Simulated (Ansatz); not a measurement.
## How the vibrations of Ga$_{2}$O change with volume

These are results of Ansatz, DFT PBE, scalar-relativistic, plane waves, PAW, not measurements. Settings: 420 eV plane-wave cutoff, Γ-centred 12×12×4 mesh, Fermi-Dirac smearing of 0.15 eV. No spin polarisation. Phonons by linear response, acoustic sum rule imposed.

Equilibrium structure at this level:
```yaml
crystal:
  lattice:
    - [3.05520, 0.00000, 0.00000]
    - [-1.52760, 2.64588, 0.00000]
    - [0.00000, 0.00000, 13.39749]
  atoms:
    - { symbol: Ga, position: [0.00000, 0.00000, 0.40594] }
    - { symbol: Ga, position: [0.00000, 0.00000, 0.59406] }
    - { symbol: Ga, position: [0.66667, 0.33333, 0.09371] }
    - { symbol: Ga, position: [0.33333, 0.66667, 0.90629] }
    - { symbol: O, position: [0.66667, 0.33333, 0.34813] }
    - { symbol: O, position: [0.33333, 0.66667, 0.65187] }
```

The cell was built by swapping an element in a database structure (itself possibly hypothetical) and relaxing; it need not be the stable form of this composition. In a metal, frequencies depend on the k mesh and the smearing, soft modes most. Spin polarisation was left out, and a magnetic state may lie lower. A semilocal functional can close a gap that the real compound has.

Cells at 0.98 and 1.02 times the equilibrium volume were relaxed in shape and atoms; γ = −d ln ν / d ln V, modes matched by rank.

Q: Give the optical frequencies at Γ (cm⁻¹) at the three volumes and the mode Grüneisen parameters.

A:
```
0.98 V    V  1.02 V      γ  degeneracy
    17   14      12   8.00           2
    23   18      13  14.02           1
    30   28      27   2.65           2
    73   73      73  -0.04           2
   101  101     101   0.09           1
   186  187     188  -0.24           1
   432  438     443  -0.61           1
   455  456     457  -0.09           2
   457  458     459  -0.08           2
   479  484     488  -0.45           1
```

Q: What pressures hold the two strained cells, and what bulk modulus follows?

A: 0.19 GPa at 0.98 V and -0.11 GPa at 1.02 V, so B = −dP/d ln V ≈ 8 GPa.